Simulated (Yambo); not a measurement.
CsGeBr$_{3}$ (space group R3m, No. 160), G0W0@LDA in Yambo with this input:

```
rim_cut
gw0
dyson
el_el_corr
HF_and_locXC
ppa
em1d
RandQpts= 1000000
RandGvec= 1 Ry
EXXRLvcs= 78 Ry
VXCRLvcs= 312 Ry
Chimod= "HARTREE"
% BndsRnXp
 1 | 325 |
%
NGsBlkXp= 8 Ry
% LongDrXp
 1.0 | 1.0 | 1.0 |
%
PPAPntXp= 27.2114 eV
% GbndRnge
 1 | 325 |
%
GTermKind= "BG"
DysSolver= "n"
ExtendOut
```

On a 2×2×2 mesh, with wavefunctions cut at 78 Ry, the gap (Z → Z) is 2.324 eV and the valence edge shifts by -0.828 eV.

**Question.** What happens with this change: 6 Ry block?

**Answer.** The gap falls by 0.058 eV, to 2.266 eV; the shift of the valence edge becomes -0.750 eV. Neither run is shown to be the converged limit.

The standard potential for Ge keeps a d shell in the valence without the s and p states of that shell. In tests on such compounds this moved G0W0 gaps by up to about 0.9 eV, so absolute quasiparticle energies here are unreliable; differences between settings are what counts.

Spin-orbit coupling is not included.

Geometry of the Materials Project entry, not relaxed at this level; primitive cell a = b = c = 5.6682 Å, α = β = γ = 88.90°.

The structure is a Materials Project entry; no match was found in the copy of COD used, and its stability was not checked.

A shift is the quasiparticle energy of the state minus its LDA energy.
